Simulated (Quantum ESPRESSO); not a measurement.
## GaHf3O7F (one run as intended and one with a planted mistake)

Computed values, not a measurement. The program is pw.x of Quantum ESPRESSO 7.5 (plane-wave density functional theory). The cell is made up: 12 atoms on a fluorite lattice, with randomly drawn elements, strain and displacements, not relaxed. PseudoDojo standard norm-conserving files (v0.5 for PBE, v0.4.1 for LDA and PBEsol) set the functional; there is no spin polarisation, spin-orbit coupling or dispersion term, and the masses in the input are unused placeholders.

The hafnium pseudopotential is less sure than the others, with forces about 3 percent (worst 6) and pressure in oxides about 1.5 GPa (worst 2.7) from a second method in checks, which no rerun with the same files tests.

Intended input:

```
&control calculation='scf', pseudo_dir='./dojo.nc.sr.pbe.v0_5.standard.upf', outdir='./o', disk_io='medium', tprnfor=.true., tstress=.true. /
&system ibrav=0, nat=12, ntyp=4, nbnd=55, ecutwfc=84.00895049, nosym=.true., tot_charge=0,
 occupations='smearing', smearing='fd', degauss=0.0018374661
/
&electrons conv_thr=7.350e-09, electron_maxstep=60, /
ATOMIC_SPECIES
F 1.0 F.upf
Ga 1.0 Ga.upf
Hf 1.0 Hf.upf
O 1.0 O.upf
CELL_PARAMETERS angstrom
5.0098 0.0 0.0
0.0 5.0098 0.0
0.0 0.0 5.0098
ATOMIC_POSITIONS angstrom
Ga 0.0119 -0.0248 -0.021
Hf -0.0074 2.48 2.469
Hf 2.5002 0.0302 2.4919
Hf 2.4667 2.502 0.0023
O 1.2449 1.2075 1.1935
O 1.2242 1.245 3.7449
O 1.2654 3.747 1.2526
O 1.2348 3.7947 3.773
O 3.7575 1.257 1.2325
O 3.7601 1.2643 3.72
O 3.7548 3.79 1.2604
F 3.821 3.7725 3.7768
K_POINTS automatic
4 4 4 1 1 1
```

The log is shortened where brackets say so; the opening notice, blank lines, dates and the lines on written files are dropped, and the path of the files is cut. It prints rydbergs, bohrs and kilobars, and counts compression as positive stress. Where no state is partly filled, the Fermi energy that it prints is only some level between the filled and the empty states on the mesh, and need not lie in the true gap.

Log of the intended run:

```
     Program PWSCF v.7.5
     Parallel version (MPI & OpenMP), running on       1 processor cores
     Number of MPI processes:                 1
     Threads/MPI process:                     1
     [start-up lines left out]
     bravais-lattice index     =            0
     lattice parameter (alat)  =       9.4671  a.u.
     unit-cell volume          =     848.5116 (a.u.)^3
     number of atoms/cell      =           12
     number of atomic types    =            4
     number of electrons       =        98.00
     number of Kohn-Sham states=           55
     kinetic-energy cutoff     =      84.0090  Ry
     charge density cutoff     =     336.0358  Ry
     scf convergence threshold =      7.3E-09
     mixing beta               =       0.7000
     number of iterations used =            8  plain     mixing
     Exchange-correlation= PBE
                           (   1   4   3   4   0   0   0)
     [axes and pseudopotential details left out]
   Cartesian axes
     site n.     atom                  positions (alat units)
         1        Ga     tau(   1) = (   0.0023753  -0.0049503  -0.0041918  )
         2        Hf     tau(   2) = (  -0.0014771   0.4950297   0.4928340  )
         3        Hf     tau(   3) = (   0.4990618   0.0060282   0.4974051  )
         4        Hf     tau(   4) = (   0.4923749   0.4994211   0.0004591  )
         5        O      tau(   5) = (   0.2484930   0.2410276   0.2382331  )
         6        O      tau(   6) = (   0.2443611   0.2485129   0.7475149  )
         7        O      tau(   7) = (   0.2525849   0.7479340   0.2500299  )
         8        O      tau(   8) = (   0.2464769   0.7574554   0.7531239  )
         9        O      tau(   9) = (   0.7500299   0.2509082   0.2460178  )
        10        O      tau(  10) = (   0.7505489   0.2523654   0.7425446  )
        11        O      tau(  11) = (   0.7494910   0.7565172   0.2515869  )
        12        F      tau(  12) = (   0.7627051   0.7530241   0.7538824  )
     number of k points=    32  Fermi-Dirac smearing, width (Ry)=  0.0018
                       cart. coord. in units 2pi/alat
        k(    1) = (   0.1250000   0.1250000   0.1250000), wk =   0.0625000
        k(    2) = (   0.1250000   0.1250000   0.3750000), wk =   0.0625000
     [further k points left out]
     Dense  grid:    88327 G-vectors     FFT dimensions: (  60,  60,  60)
     Estimated max dynamical RAM per process >     157.51 MB
     Initial potential from superposition of free atoms
     starting charge      97.9917, renormalised to      98.0000
     Starting wfcs are   71 randomized atomic wfcs
     total cpu time spent up to now is       13.3 secs
     per-process dynamical memory:    95.0 Mb
     Self-consistent Calculation
     iteration #  1     ecut=    84.01 Ry     beta= 0.70
     Davidson diagonalization with overlap
     ethr =  1.00E-02,  avg # of iterations =  2.0
     total cpu time spent up to now is       38.8 secs
     total energy              =    -771.61729237 Ry
     estimated scf accuracy    <       4.00008554 Ry
     iteration #  2     ecut=    84.01 Ry     beta= 0.70
     Davidson diagonalization with overlap
     ethr =  4.08E-03,  avg # of iterations =  4.8
     total cpu time spent up to now is       73.8 secs
     total energy              =    -772.03697932 Ry
     estimated scf accuracy    <       6.87470897 Ry
     [iterations 3 to 12 left out]
     iteration # 13     ecut=    84.01 Ry     beta= 0.70
     Davidson diagonalization with overlap
     ethr =  2.33E-10,  avg # of iterations =  2.0
     total cpu time spent up to now is      419.8 secs
     total energy              =    -773.54112705 Ry
     estimated scf accuracy    <       0.00000009 Ry
     iteration # 14     ecut=    84.01 Ry     beta= 0.70
     Davidson diagonalization with overlap
     ethr =  8.98E-11,  avg # of iterations =  3.7
     total cpu time spent up to now is      449.6 secs
     End of self-consistent calculation
     [lines on levels left out]
     the Fermi energy is    13.0189 ev
!    total energy              =    -773.54112707 Ry
     estimated scf accuracy    <          1.5E-09 Ry
     smearing contrib. (-TS)   =      -0.00000000 Ry
     internal energy E=F+TS    =    -773.54112707 Ry
     The total energy is F=E-TS. E is the sum of the following terms:
     one-electron contribution =    -144.32489949 Ry
     hartree contribution      =     141.11894025 Ry
     xc contribution           =    -197.99152752 Ry
     ewald contribution        =    -572.34364032 Ry
     convergence has been achieved in  14 iterations
     Forces acting on atoms (cartesian axes, Ry/au):
     atom    1 type  2   force =     0.05055532    0.05228421    0.05206987
     atom    2 type  3   force =     0.06588638   -0.05541676   -0.06168414
     atom    3 type  3   force =    -0.05968181    0.05364417   -0.06196040
     atom    4 type  3   force =    -0.05131674   -0.05931029    0.05857738
     atom    5 type  4   force =     0.00426314    0.01584870    0.02019404
     atom    6 type  4   force =     0.01068158    0.01844823   -0.01040962
     atom    7 type  4   force =    -0.00303483   -0.01717086    0.00724354
     atom    8 type  4   force =     0.00983617   -0.00768865    0.00066949
     atom    9 type  4   force =    -0.00144405    0.01162902   -0.00668966
     atom   10 type  4   force =    -0.01057864   -0.00356195    0.01522881
     atom   11 type  4   force =     0.01019905   -0.00605033   -0.01018357
     atom   12 type  1   force =    -0.02536557   -0.00265549   -0.00305572
     Total force =     0.205607     Total SCF correction =     0.000114
     Computing stress (Cartesian axis) and pressure
          total   stress  (Ry/bohr**3)                   (kbar)     P=       65.71
   0.00045193   0.00000846   0.00000687           66.48        1.24        1.01
   0.00000846   0.00044444   0.00000074            1.24       65.38        0.11
   0.00000687   0.00000074   0.00044361            1.01        0.11       65.26
     init_run     :     10.17s CPU     13.21s WALL (       1 calls)
     electrons    :    418.07s CPU    436.35s WALL (       1 calls)
     forces       :      5.04s CPU      5.11s WALL (       1 calls)
     stress       :     17.97s CPU     18.77s WALL (       1 calls)
     [timing details left out]
     PWSCF        :   7m31.40s CPU   7m53.84s WALL
     JOB DONE.
```

A second run has one planted mistake: the k-point mesh is too coarse. The input lines that differ, file-writing options aside:

```
- 4 4 4 1 1 1
+ 1 1 1 1 1 1
```

Its log:

```
     Program PWSCF v.7.5
     Parallel version (MPI & OpenMP), running on       1 processor cores
     Number of MPI processes:                 1
     Threads/MPI process:                     1
     [start-up lines left out]
     bravais-lattice index     =            0
     lattice parameter (alat)  =       9.4671  a.u.
     unit-cell volume          =     848.5116 (a.u.)^3
     number of atoms/cell      =           12
     number of atomic types    =            4
     number of electrons       =        98.00
     number of Kohn-Sham states=           55
     kinetic-energy cutoff     =      84.0090  Ry
     charge density cutoff     =     336.0358  Ry
     scf convergence threshold =      7.3E-09
     mixing beta               =       0.7000
     number of iterations used =            8  plain     mixing
     Exchange-correlation= PBE
                           (   1   4   3   4   0   0   0)
     [axes and pseudopotential details left out]
   Cartesian axes
     site n.     atom                  positions (alat units)
         1        Ga     tau(   1) = (   0.0023753  -0.0049503  -0.0041918  )
         2        Hf     tau(   2) = (  -0.0014771   0.4950297   0.4928340  )
         3        Hf     tau(   3) = (   0.4990618   0.0060282   0.4974051  )
         4        Hf     tau(   4) = (   0.4923749   0.4994211   0.0004591  )
         5        O      tau(   5) = (   0.2484930   0.2410276   0.2382331  )
         6        O      tau(   6) = (   0.2443611   0.2485129   0.7475149  )
         7        O      tau(   7) = (   0.2525849   0.7479340   0.2500299  )
         8        O      tau(   8) = (   0.2464769   0.7574554   0.7531239  )
         9        O      tau(   9) = (   0.7500299   0.2509082   0.2460178  )
        10        O      tau(  10) = (   0.7505489   0.2523654   0.7425446  )
        11        O      tau(  11) = (   0.7494910   0.7565172   0.2515869  )
        12        F      tau(  12) = (   0.7627051   0.7530241   0.7538824  )
     number of k points=     1  Fermi-Dirac smearing, width (Ry)=  0.0018
                       cart. coord. in units 2pi/alat
        k(    1) = (  -0.5000000  -0.5000000  -0.5000000), wk =   2.0000000
     Dense  grid:    88327 G-vectors     FFT dimensions: (  60,  60,  60)
     Estimated max dynamical RAM per process >     157.51 MB
     Initial potential from superposition of free atoms
     starting charge      97.9917, renormalised to      98.0000
     Starting wfcs are   71 randomized atomic wfcs
     total cpu time spent up to now is        1.5 secs
     per-process dynamical memory:    95.9 Mb
     Self-consistent Calculation
     iteration #  1     ecut=    84.01 Ry     beta= 0.70
     Davidson diagonalization with overlap
     ethr =  1.00E-02,  avg # of iterations =  2.0
     total cpu time spent up to now is        2.2 secs
     total energy              =    -772.29558918 Ry
     estimated scf accuracy    <       3.48127717 Ry
     iteration #  2     ecut=    84.01 Ry     beta= 0.70
     Davidson diagonalization with overlap
     ethr =  3.55E-03,  avg # of iterations =  4.0
     total cpu time spent up to now is        3.1 secs
     total energy              =    -773.10817214 Ry
     estimated scf accuracy    <       4.58304139 Ry
     [iterations 3 to 11 left out]
     iteration # 12     ecut=    84.01 Ry     beta= 0.70
     Davidson diagonalization with overlap
     ethr =  5.88E-11,  avg # of iterations =  2.0
     total cpu time spent up to now is       12.6 secs
     total energy              =    -773.96567948 Ry
     estimated scf accuracy    <          8.5E-09 Ry
     iteration # 13     ecut=    84.01 Ry     beta= 0.70
     Davidson diagonalization with overlap
     ethr =  8.69E-12,  avg # of iterations =  4.0
     total cpu time spent up to now is       13.4 secs
     End of self-consistent calculation
     [lines on levels left out]
     the Fermi energy is    13.0193 ev
!    total energy              =    -773.96567949 Ry
     estimated scf accuracy    <          1.1E-09 Ry
     smearing contrib. (-TS)   =       0.00000000 Ry
     internal energy E=F+TS    =    -773.96567949 Ry
     The total energy is F=E-TS. E is the sum of the following terms:
     one-electron contribution =    -143.77443878 Ry
     hartree contribution      =     139.79601990 Ry
     xc contribution           =    -197.64362029 Ry
     ewald contribution        =    -572.34364032 Ry
     convergence has been achieved in  13 iterations
     Forces acting on atoms (cartesian axes, Ry/au):
     atom    1 type  2   force =     0.04647544    0.05302283    0.05237074
     atom    2 type  3   force =     0.07150818   -0.05504564   -0.06175716
     atom    3 type  3   force =    -0.05805288    0.05699424   -0.05673232
     atom    4 type  3   force =    -0.05050565   -0.05728258    0.05711867
     atom    5 type  4   force =     0.00571351    0.02328193    0.02935081
     atom    6 type  4   force =     0.00915330    0.01375430   -0.00474756
     atom    7 type  4   force =    -0.01048941   -0.00055281   -0.00000709
     atom    8 type  4   force =     0.00703554   -0.01508622   -0.00543963
     atom    9 type  4   force =     0.00099010    0.00342433   -0.01126130
     atom   10 type  4   force =    -0.00402301   -0.01264077    0.02419885
     atom   11 type  4   force =     0.01216206   -0.01170017   -0.01863327
     atom   12 type  1   force =    -0.02996718    0.00183057   -0.00446072
     Total force =     0.207861     Total SCF correction =     0.000099
     Computing stress (Cartesian axis) and pressure
          total   stress  (Ry/bohr**3)                   (kbar)     P=       13.22
   0.00009296  -0.00000116  -0.00003380           13.67       -0.17       -4.97
  -0.00000116   0.00009316  -0.00000491           -0.17       13.70       -0.72
  -0.00003380  -0.00000491   0.00008352           -4.97       -0.72       12.29
     init_run     :      1.34s CPU      1.40s WALL (       1 calls)
     electrons    :     11.49s CPU     11.89s WALL (       1 calls)
     forces       :      0.27s CPU      0.28s WALL (       1 calls)
     stress       :      0.95s CPU      1.07s WALL (       1 calls)
     [timing details left out]
     PWSCF        :     14.12s CPU     14.75s WALL
     JOB DONE.
```

|  | intended run | run with the mistake |
| --- | --- | --- |
| free energy (eV) | -10524.563 | -10530.340 |
| smearing term -TS (eV) | 0.0000 | 0.0000 |
| pressure (GPa) | 6.57 | 1.32 |
| largest force component (eV/Å) | 1.694 | 1.839 |
| largest change of a force component (eV/Å) |  | 0.427 |
| iterations | 14 | 13 |

For scale, a rerun of the intended cell at a cutoff of 1437 eV and k mesh 6 x 6 x 6 moved values by no more than 0.002 eV in energy, 0.04 GPa in stress and 0.004 eV/Å in force.